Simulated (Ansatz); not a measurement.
# Trial structures of Ca₂Ge₂N: starts and ends

Theory: Ansatz, DFT PBE, scalar-relativistic, plane waves, PAW. Settings: cutoff 420 eV, Γ-centred meshes spaced at most about 0.3 Å⁻¹, and about 0.25 Å⁻¹ or finer for metals (2π included), Gaussian smearing. No spin polarisation in the final relaxations.

Each guess was relaxed in cell and atoms at zero pressure, within the symmetry of its start. These are static total energies at zero pressure. Coordination counts Ge or N atoms around Ca (for each partner element, those within 1.25 times its shortest distance or 1.15 times the sum of covalent radii, where it is the nearest in units of that sum or under 1.3; a plus sign parts groups by distance over the sum of covalent radii).

| guess | made from | start group | V start (Å³/atom) | end group | V end (Å³/atom) | coordination at the end | gap on mesh (eV) | E over the lowest end (meV/atom) |
| --- | --- | --- | --- | --- | --- | --- | --- | --- |
| 1 | SrMg2Sb2 type | P-3m1 | 23.3 | P-3m1 | 24.0 | Ca 4 | 0 | 931 |
| 2 | YGe2Ru2 type | I4/mmm | 19.3 | I4/mmm | 24.0 | Ca 4 | 0 | 707 |
| 3 | Nd2CdCu2 type | Cmmm | 20.9 | ? | ? | ? | ? | ? |
| 4 | random cell | P6/mmm | 22.2 | P6/mmm | 28.5 | Ca 1+6 | 0 | 739 |
| 5 | random cell | P4/mmm | 20.7 | P4/mmm | 28.0 | Ca 4 | 0 | 1334 |
| 6 | random cell | P3m1 | 20.3 | P-3m1 | 20.7 | Ca 7 | 0 | 0 |
| 7 | LaSi2Au2 type | I4/mmm | 18.7 | I4/mmm | 20.0 | Ca 8 | 0 | 501 |

Guess 3 as it starts:

```yaml
crystal:
  lattice:
    - [2.06374, -7.01704, 0.00000]
    - [2.06374, 7.01704, 0.00000]
    - [0.00000, 0.00000, 3.61245]
  atoms:
    - { symbol: Ca, position: [0.36662, 0.63338, 0.00000] }
    - { symbol: Ca, position: [0.63338, 0.36662, 0.00000] }
    - { symbol: Ge, position: [0.20338, 0.79662, 0.50000] }
    - { symbol: Ge, position: [0.79662, 0.20338, 0.50000] }
    - { symbol: N, position: [0.00000, 0.00000, 0.50000] }
```

Question: Fill in the missing row: what does this guess relax into, and where does it rank?

Answer: It ends in space group Cmmm (No. 65), with a = 4.133 Å, b = 12.008 Å, c = 4.189 Å, 20.8 Å³/atom and no gap. It lies 0.55 eV/atom over the lowest end, above guess 7 and below guess 2. Counting Ge or N atoms around Ca, this end has Ca 6 and the lowest (guess 6) has Ca 7. The lowest (guess 6) holds Ge–Ge nets (shortest 2.47 Å); in this end the shortest Ge–Ge distance is 2.82 Å, near bonding range too.

```
Ca Ge N
1.0
     2.06659   -6.00415    0.00000
     2.06659    6.00415    0.00000
     0.00000    0.00000    4.18870
Ca Ge N
2 2 1
Direct
  0.36861 0.63139 0.00000
  0.63139 0.36861 0.00000
  0.16998 0.83002 0.50000
  0.83002 0.16998 0.50000
  0.00000 0.00000 0.50000
```

Energies over the elements count from the elements' standard structures at the same level (N₂ as a molecule), with no fitted energy shifts.

Question: Is the lowest end bound against the elements?

Answer: Yes: its formation energy is −0.56 eV/atom. Whether it is stable depends on the other phases of the system, which aren't compared here.

A magnetic state wasn't ruled out in cells without spin, among them I4/mmm at 20.0 Å³/atom, P-3m1 at 24.0 Å³/atom, P4/mmm. Cells relaxed within their symmetry can be saddle points. A lower structure may well exist outside this small set. Some types were kept out of the candidates beforehand, so the set may lack a known form.
